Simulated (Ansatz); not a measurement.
Polymorphs of Ta2N, each relaxed with the program Ansatz at the r²SCAN level (PAW):

A: P-31m
a = 5.2909 Å, b = 5.2909 Å, c = 4.9305 Å, α = 90.00°, β = 90.00°, γ = 120.00°

| atom | site | symmetry | x | y | z |
|---|---|---|---|---|---|
| Ta | 6k | ..m | 0.3330 | 0.3330 | 0.2468 |
| N | 2d | 3.2 | 0.3333 | 0.6667 | 0.5000 |
| N | 1a | -3.m | 0.0000 | 0.0000 | 0.0000 |

B: anti-CdI2 type (P-3m1)
a = 3.0749 Å, b = 3.0749 Å, c = 4.8914 Å, α = 90.00°, β = 90.00°, γ = 120.00°

```csv
atom,site,symmetry,x,y,z
N,1a,-3m.,0.0000,0.0000,0.0000
Ta,2d,3m.,0.3333,0.6667,0.2565
```

Put the candidates in order of energy per atom at 0 K, lowest first, for r²SCAN.

A (+0 meV/atom), B (+122 meV/atom)

Standing as an ambient phase not checked: A. All cells were relaxed under the symmetry of their starts (and spin orders); stability against distortions was not tested throughout. Rows with no word on spin ran without spin polarisation. Spin–orbit coupling is left out wherever it is not named.

Energies hold the estimated change up to a 700 eV cutoff; steps of a few meV lie near the error of the meshes.

Potentials: the later of the program's two PAW sets.
